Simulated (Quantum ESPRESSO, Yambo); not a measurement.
NaYS2 (space group R-3m, No. 166) under isotropic strain of +1 % on all lattice vectors. The PBEsol cell relaxed from Materials Project entry mp-10226 was given an isotropic strain of +1 % on all lattice vectors, and the atoms were relaxed again. Chain: PBEsol (pw.x of Quantum ESPRESSO, ONCV potentials, no spin-orbit coupling); G0W0 in Yambo (4×4×4 Γ-centred k mesh, bands 3 to 130 and a 7 Ry block in the screening, 130 bands in G with the Bruneval-Gonze terminator, plasmon pole fitted at 27.2 eV); BSE (6×6×6 mesh, 6 valence and 7 conduction bands, static screening with 49 bands and a 4 Ry block, scissor 1.70 eV, Tamm-Dancoff).

PBEsol gap (dense path): 2.23 eV
PBEsol gap Γ → F on the GW mesh: 2.23 eV
PBEsol smallest direct gap on the GW mesh, at F: 3.05 eV
G0W0 direct gap at that point: 4.75 eV
G0W0 correction to the gap Γ → F: 1.64 eV
direct gap on the BSE mesh, with the scissor: 4.75 eV
first BSE state allowed for light along x: 4.27 eV
lowest BSE state: 4.25 eV
binding of the lowest exciton: 0.51 eV
RPA electronic dielectric constant along x: 5.56 (6×6×6 mesh, PBEsol bands)

Rough cost of the Yambo steps against G0W0 for 6 states: BSE within a factor of two, one RPA spectrum about 1/50.

Convergence of the G0W0 settings was not tested. The BSE states are vertical excitations (zero momentum); the indirect quasiparticle gap, about 3.87 eV, is smaller than the direct one (4.75 eV on the GW mesh). Convergence of the RPA response with its 6×6×6 mesh was not tested. Convergence of the binding with the mesh was not shown. Axes are Cartesian, with cell vectors (Å) (1.99, 1.15, 6.65), (-1.99, 1.15, 6.65), (0.00, -2.30, 6.65).
